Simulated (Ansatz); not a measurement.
# YCu5: do energies and stresses tell the same story?

Method: DFT PBEsol, scalar-relativistic, plane waves, PAW in Ansatz 0.2.0.

Settings: cutoff 420 eV, Γ-centred mesh 12×12×10 on the computed 6-atom cell, Gaussian smearing of 0.10 eV; no spin polarisation.

Relaxed cell: P6/mmm, a = 4.956 Å, b = 4.956 Å, c = 4.024 Å, α = 90.00°, β = 90.00°, γ = 120.00°, 6 atoms in the primitive cell. Whether it is the stable form of this composition wasn't checked.

Energies at zero smearing and pressures from the stress tensor, at volumes with shape and atoms relaxed:
```tsv
V (Å³/atom)	E − E(first) (meV/atom)	P (GPa)
13.413	0.00	9.08
13.841	-17.50	4.16
14.269	-22.93	0.02
14.697	-18.18	-3.48
15.125	-4.81	-6.44
```

Problem. Check P = −dE/dV between neighbouring volumes, and get the bulk modulus from the pressures alone.

Solution. With 1 eV/Å³ = 160.2 GPa:
```tsv
middle V (Å³/atom)	−ΔE/ΔV (GPa)	mean P (GPa)
13.627	6.549	6.621
14.055	2.033	2.091
14.483	-1.779	-1.732
14.911	-5.004	-4.963
```

The two differ by 0.07 GPa at most. The mean of two end pressures misses the average over a step by about ΔV² P″/12, up to 0.07 GPa here; with that taken off 0.00 GPa remains. Around V = 14.269 Å³/atom, the two neighbours give B = −V ΔP/ΔV = 14.269 × 7.65 / 0.856 = 127.4 GPa, against B0 = 126.7 GPa from the Birch–Murnaghan fit of the energies.